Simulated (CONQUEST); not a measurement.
Worked example: self-consistent single point of GeTe4Pb3 (P4/mmm, 8 atoms in the cell; from Materials Project mp-1224448, changed as shown) in CONQUEST.

Computed with CONQUEST with PBEsol, numerical atomic orbitals double-zeta with polarisation (the shipped basis), PseudoDojo norm-conserving potentials made for PBEsol.

The change in words: volume scaled by 1.02. Reference geometry (P4/mmm):
```yaml
crystal:
  lattice:
    - [4.56376, 0.00000, 0.00000]
    - [0.00000, 4.56376, 0.00000]
    - [0.00000, 0.00000, 12.91662]
  atoms:
    - { symbol: Ge, position: [0.00000, 0.00000, 0.00000] }
    - { symbol: Te, position: [0.00000, 0.00000, 0.23734] }
    - { symbol: Te, position: [0.00000, 0.00000, 0.76266] }
    - { symbol: Te, position: [0.50000, 0.50000, 0.00000] }
    - { symbol: Te, position: [0.50000, 0.50000, 0.50000] }
    - { symbol: Pb, position: [0.50000, 0.50000, 0.75305] }
    - { symbol: Pb, position: [0.50000, 0.50000, 0.24695] }
    - { symbol: Pb, position: [0.00000, 0.00000, 0.50000] }
```

Reference input (self-consistent single point, DFT, PBEsol, numerical atomic orbitals double-zeta with polarisation (the shipped basis), PseudoDojo norm-conserving potentials made for PBEsol): basis = DZP; Diag.MPMeshX, Y, Z = 6 6 2; potentials = PseudoDojo norm-conserving PBEsol; Grid.GridCutoff = 140 Ha; DM.SolutionMethod = diagon; Diag.kT = 0.000735 Ha; Diag.GammaCentred = true; minE.SCTolerance = 1.0e-07; SC.MaxIters = 100; SC.LinearMixingFactor = 0.3; AtomMove.TypeOfRun = static. This run's input differs from it in these lines:

```diff
@@ -32,5 +32,5 @@
 # file: input.coords
-     4.563760000      0.000000000      0.000000000
-     0.000000000      4.563760000      0.000000000
-     0.000000000      0.000000000     12.916620000
+     4.593986000      0.000000000      0.000000000
+     0.000000000      4.593986000      0.000000000
+     0.000000000      0.000000000     13.002167000
 8
```

Output, abridged:

```
    PulayMixSC: Starting Pulay mixing, A_up =  0.300 A_dn =  0.300
    PulayMixSC: Spin non-polarised calculation.
          Harris-Foulkes Energy            :      -718.737202488711091 Ha
    PulayMixSC: Pulay iteration     1 residual:              0.71578E-03
          Harris-Foulkes Energy            :      -718.709640684500073 Ha
    PulayMixSC: Pulay iteration     2 residual:              0.34207E-03
          Harris-Foulkes Energy            :      -718.705071743183225 Ha
    PulayMixSC: Pulay iteration     3 residual:              0.15265E-03
          Harris-Foulkes Energy            :      -718.705282365383255 Ha
   [... lines left out ...]
          Harris-Foulkes Energy            :      -718.703212343703967 Ha
    PulayMixSC: Pulay iteration     9 residual:              0.58269E-06
          Harris-Foulkes Energy            :      -718.703212354244897 Ha
    PulayMixSC: Pulay iteration    10 residual:              0.37203E-06
          Harris-Foulkes Energy            :      -718.703212331518671 Ha
    PulayMixSC: Pulay iteration    11 residual:              0.13302E-06
          Harris-Foulkes Energy            :      -718.703212330368274 Ha
    PulayMixSC: Pulay iteration    12 residual:              0.49581E-07
    PulayMixSC: Reached SCF tolerance of  0.49581E-07 after     12 iterations
      | Number of electrons      =       120.000167
      |* Harris-Foulkes energy   =      -718.703212330368274 Ha
      |* DFT total energy        =      -718.703212330268343 Ha

    force: Forces on atoms (Ha/A )
    force:  Atom   X              Y              Z
    force:     1   0.0000000000   0.0000000000  -0.0000000000
    force:     2   0.0000000000  -0.0000000000   0.0011084318
    force:     3   0.0000000000   0.0000000000  -0.0011084318
    force:     4  -0.0000000000  -0.0000000000  -0.0000000000
    force:     5  -0.0000000000  -0.0000000000  -0.0000000000
    force:     6  -0.0000000000  -0.0000000000   0.0008849883
    force:     7  -0.0000000000  -0.0000000000  -0.0008849883
    force:     8  -0.0000000000   0.0000000000  -0.0000000000

   [... lines left out ...]
    force: Maximum force :        0.00110843(Ha/A ) on atom         2 in z direction
   [... lines left out ...]
    force: Force Residual:        0.00070919 Ha/A
    force: Total stress:          2.91491493     0.00000000     0.00000000 GPa
                             0.00000000     2.91491493    -0.00000000
                             0.00000000    -0.00000000     2.66826613
    force: Average pressure:     -2.83269866 GPa

    get_E_and_F: Change in energy during last step of electronic optimisation:  0.11504E-08
```

The run converged in 12 iterations. CONQUEST prints the stress tensor with tension positive. Against the reference run the free energy goes up by 10.5 meV/atom, the pressure goes from -2.17 to -2.83 GPa and the gap on the mesh goes from 0.645 to 0.683 eV.

Spin-orbit coupling is left out, which matters for bands and gaps with elements this heavy. The program uses no crystal symmetry, so grid and mesh can part values that symmetry would make equal. The atom-centred basis is finite, which shifts total energies, pressures and gaps against plane waves. The structure comes from a collection of computed structures, made at another level of theory; the collection holds predicted forms beside known ones.

Cost on one core: about 100 core-seconds (a rough figure).
